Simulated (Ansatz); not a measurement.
Sb:
```
CELL_PARAMETERS angstrom
      0.00000     3.49639     3.49639
      3.49639     0.00000     3.49639
      3.49639     3.49639     0.00000
ATOMIC_POSITIONS crystal
  Sb 0.00000 0.00000 0.00000
  Sb 0.25000 0.25000 0.25000
```

Relaxed with PBE. Special points in fractions of this cell's reciprocal vectors: Γ (0.000, 0.000, 0.000); X (0.500, 0.000, 0.500); U (0.625, 0.250, 0.625); K (0.375, 0.375, 0.750); L (0.500, 0.500, 0.500); W (0.500, 0.250, 0.750).

Task: List the band energies nearest the Fermi level at these points for PBE with spin–orbit coupling in the plane-wave PAW code Ansatz.

Result: In eV from the Fermi level; about four levels below and three above (degenerate sets whole), none deeper than 8.9 eV; points with the same levels are listed once.

```json
[
 {"k": "Γ", "below": "-1.48 -1.48 -1.48 -1.48", "above": "0.15 0.15 0.76 0.76 0.76 0.76"},
 {"k": "X", "below": "-0.41 -0.41 -0.41 -0.41", "above": "4.14 4.14 4.14 4.14"},
 {"k": "U", "below": "-3.09 -3.09 -0.43 -0.43", "above": "1.16 1.16 3.13 3.13"},
 {"k": "L", "below": "-2.26 -2.26 -2.19 -2.19", "above": "1.41 1.41 1.78 1.78"},
 {"k": "W", "below": "-3.71 -3.71 -3.51 -3.51", "above": "0.56 0.56 1.00 1.00"}
]
```

Space group Fd-3m (diamond). The start of the workflow was typed in or built on a structure type; neither database checked (COD, Materials Project) lists it. It is not the phase usual at ambient conditions (space group No. 166). The cell was relaxed with PBE under the symmetry of its start; its stability against distortions is not shown here.

Potentials: the earlier of the program's two PAW sets.
